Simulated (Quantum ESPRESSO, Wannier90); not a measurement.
## Wannierisation of SrGa2 (P6/mmm)

Materials Project entry mp-182; symmetrised, unrelaxed at this level. Not found in the COD (Crystallography Open Database) copy used; not checked further. Level: LDA, no spin polarisation, no spin-orbit coupling; pw.x of Quantum ESPRESSO at 64 Ry with PseudoDojo potentials, 6×6×6 k-points, Wannier90. Density: 12×12×10 mesh, cold smearing 0.01 Ry.

```
begin unit_cell_cart
ang
    4.3078599152    0.0000000000    0.0000000000
   -2.1539299576    3.7307161225    0.0000000000
    0.0000000000    0.0000000000    4.8005400000
end unit_cell_cart
mp_grid = 6 6 6
```

**Question.** Which shells of neighbouring k-points and which b-vectors and weights does Wannier90 pick for this cell and mesh?

**Answer.** 
```
 *---------------------------------- K-MESH ----------------------------------*
 +----------------------------------------------------------------------------+
 |                    Distance to Nearest-Neighbour Shells                    |
 |                    ------------------------------------                    |
 |          Shell             Distance (Ang^-1)          Multiplicity         |
 |          -----             -----------------          ------------         |
 |             1                   0.218142                      2            |
 |             2                   0.280696                      6            |
 |             3                   0.355494                     12            |
 |             4                   0.436283                      2            |
 |             5                   0.486180                      6            |
 |             6                   0.518781                     12            |
 |             7                   0.532876                     12            |
 |             8                   0.561392                      6            |
       ... (lines left out)
 +----------------------------------------------------------------------------+
 | The b-vectors are chosen automatically                                     |
 | The following shells are used:                       1,  2                 |
 +----------------------------------------------------------------------------+
 |                        Shell   # Nearest-Neighbours                        |
 |                        -----   --------------------                        |
 |                          1               2                                 |
 |                          2               6                                 |
 +----------------------------------------------------------------------------+
 | Completeness relation is fully satisfied [Eq. (B1), PRB 56, 12847 (1997)]  |
 +----------------------------------------------------------------------------+
 |                  b_k Vectors (Ang^-1) and Weights (Ang^2)                  |
 |                  ----------------------------------------                  |
 |            No.         b_k(x)      b_k(y)      b_k(z)        w_b           |
 |            ---        --------------------------------     --------        |
 |             1         0.000000    0.000000    0.218142    10.507344        |
 |             2         0.000000    0.000000   -0.218142    10.507344        |
 |             3         0.000000    0.280696    0.000000     4.230638        |
 |             4         0.243090    0.140348    0.000000     4.230638        |
 |             5         0.000000   -0.280696    0.000000     4.230638        |
 |             6         0.243090   -0.140348    0.000000     4.230638        |
 |             7        -0.243090   -0.140348    0.000000     4.230638        |
 |             8        -0.243090    0.140348    0.000000     4.230638        |
```
